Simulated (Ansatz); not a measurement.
HfS$_{2}$ (CdI2 type)

```
HfS2
1.0
    3.60570     0.00000     0.00000
   -1.80285     3.12263     0.00000
    0.00000     0.00000     5.76763
Hf S
1 2
Cartesian
  0.00000   0.00000   0.00000
  0.00000   2.08175   1.45644
  1.80285   1.04088   4.31120
```

E(V) scan at fixed shape, V₀ the volume above. The atoms relax within the cell's symmetry.

The numbers are results of PBE-D3(BJ) (plane waves to 420 eV, PAW, scalar-relativistic; Ansatz, a quantum-chemistry and plane-wave program), not measurements. k mesh 11×11×6 (Γ-centred), Fermi-Dirac smearing 0.05 eV. The energy includes the smearing's −TS. HfS2 is run without spin polarisation. HfS2 was relaxed with its symmetry unable to fall. Spin-orbit coupling is left out, though Hf is heavy. The zero of ΔE is the relaxed starting cell.

Task: Give the computed ΔE (kJ/mol of atoms) at V/V₀ = 0.840, 0.880, 0.920, 1.080, 1.160.

Result: 
| V/V₀ | ΔE (kJ/mol of atoms) |
|---|---|
| 0.840 | 10.4 |
| 0.880 | 5.4 |
| 0.920 | 2.2 |
| 1.080 | 1.7 |
| 1.160 | 6.0 |

(A scan under strain: stresses follow from slopes of the energy per volume, elastic moduli from its curvatures.)
